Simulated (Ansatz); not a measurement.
MgScAlO4:
```
CELL_PARAMETERS angstrom
      1.61983     0.93521     8.27477
     -1.61983     0.93521     8.27477
      0.00000    -1.87042     8.27477
ATOMIC_POSITIONS crystal
  Mg 0.21738 0.21738 0.21738
  Sc 0.00466 0.00466 0.00466
  Al 0.78662 0.78662 0.78662
  O  0.12059 0.12059 0.12059
  O  0.86190 0.86190 0.86190
  O  0.29714 0.29714 0.29714
  O  0.71200 0.71200 0.71200
```

This is the PBEsol-relaxed structure.

### Question
All from PBEsol (plane waves, PAW; program Ansatz), unless another level is named. Predict the Born charges (a third of the trace).

### Answer
Mg +1.98, Sc +3.71, Al +2.84, O -2.35 to -1.90 e.

### Question
And the electronic dielectric constant ε∞ (DFPT)?

### Answer
3.84 (xx = yy), 3.43 (zz).

### Question
Next, the largest static χ(2) component?

### Answer
2.1 pm/V.

Space group R3m. The workflow started from a Materials Project entry (that database holds measured and hypothetical structures alike); the Crystallography Open Database copy checked does not list it. Whether it is the stable phase at ambient conditions was not checked. The PBEsol relaxation kept the symmetry of its start; whether a distortion lowers the energy is not shown. No spin polarisation was allowed.

Potentials: the later of the program's two PAW sets.
